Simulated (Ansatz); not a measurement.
B6As, in the lowest of the structures calculated here: R-3m, hexagonal axes (No. 166), hR14; a = b = 6.1227 Å, c = 11.8439 Å, α = β = 90.00°, γ = 120.00°; B 18h (0.206, 0.103, 0.119); B 18h (0.150, 0.301, 0.028); As 6c (0.000, 0.000, 0.399). Computed with PBEsol (plane waves to 420 eV, PAW, scalar-relativistic; Ansatz, a first-principles code). Element references, the lowest calculated here: As (R-3m), B (R-3m).

Total energies (eV/atom, σ → 0; comparable only within this code, potentials and settings):

```
phase        E (eV/atom)
-----------  -----------
B6As (R-3m)     -818.604
As (R-3m)      -4813.025
B (R-3m)        -152.668
BAs (F-43m)    -2482.884
```

What is the formation energy of this R-3m form of B6As from the elements?

E_f = -818.604 − [6 × (-152.668) + 1 × (-4813.025)] / 7 = -0.17 eV/atom (-1.2 eV per formula unit).

Is it stable against the other phases calculated?

Yes: the most favourable decomposition, B6As → BAs + 5 B (BAs F-43m, B R-3m), costs 0.16 eV/atom.

This is the hull of the energies calculated here, no anion corrections; phases that were not calculated are missing from it. Values are rounded to 0.01 eV/atom. The compounds carry no spin polarisation.
